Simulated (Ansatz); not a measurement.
MgZnO$_{2}$:
```
MgZnO2
1.0
    1.50290     0.86770     4.86959
   -1.50290     0.86770     4.86959
    0.00000    -1.73540     4.86959
Mg Zn O
1 1 2
Direct
  0.00000   0.00000   0.00000
  0.50000   0.50000   0.50000
  0.25208   0.25208   0.25208
  0.74792   0.74792   0.74792
```

Cartesian axes are those of the cell as given.

**Question.** Give the high-frequency dielectric tensor and the Born effective charge tensors of the independent atoms from DFPT, DFT-PBEsol in the program Ansatz with PAW potentials.

**Answer.** 
ε∞:
```
4.13  0.00  0.00
0.00  4.13  0.00
0.00  0.00  4.05
```
Z* of atom 1 (Mg), rows: field, columns: displacement, in e:
```
2.02  0.00  0.00
0.00  2.02  0.00
0.00  0.00  2.34
```
Z* of atom 2 (Zn), rows: field, columns: displacement, in e:
```
2.37  0.00  0.00
0.00  2.37  0.00
0.00  0.00  1.96
```
Z* of atom 3 (O), rows: field, columns: displacement, in e:
```
-2.19   0.00   0.00
 0.00  -2.19   0.00
 0.00   0.00  -2.15
```

Space group R-3m. The first step of the workflow began from a Materials Project structure, measured or hypothetical; the Crystallography Open Database copy checked does not list it. With Mg and Zn taken as one species the cell has the higher symmetry Fm-3m, so it may be an ordered model of a mixed-site phase. Whether it is the stable phase at ambient conditions was not checked. Symmetry was held in the PBEsol relaxation; whether a distortion lowers the energy is not shown.

Potentials: the later of the program's two PAW sets.
